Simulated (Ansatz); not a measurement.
Values for one crystal, relaxed and computed with r²SCAN+D4 in the plane-wave PAW code Ansatz; other levels are named.

```yaml
volume_per_atom: 10.73 Å³
band_gap: 1.49 eV (indirect)
mechanical_stability: unstable (C has a negative eigenvalue)
zone_centre_stability: no imaginary mode at Γ
Elastic constants (relaxed ions, GPa): C11 = 354, C12 = 80.3, C13 = 7.7, C14 = 1.0, C33 = 32.7, C44 = -5.9
valence_band_maximum: off the standard path, at k = (0.406, -0.469, -0.469) in fractions of the reciprocal vectors
Formation energy from the elements (no fitted shifts): -0.85 eV/atom
```

Pick the material that matches.
A. NiO2, R-3m (Ni on 3a, O on 6c)
B. MnO2, CdI2 type
C. GaGeTe, R-3m (Ga on 6c, Ge on 6c, Te on 6c)
D. V2O5, C2/m (V on 4i, O on 2d, O on 4i, O on 4i)

A, NiO2, R-3m (Ni on 3a, O on 6c)

The first step of the workflow began from a Materials Project structure, measured or hypothetical; the Crystallography Open Database copy checked does not list it. COD files the formula under space group No. 12. Whether it is the stable phase at ambient conditions was not checked. Symmetry was held in the r²SCAN+D4 relaxation. The run is not spin-polarised. No Hubbard U is applied. The references are the lowest solids computed at this level, not always the standard phases (solids in place of the gases).

Potentials: the later of the program's two PAW sets.
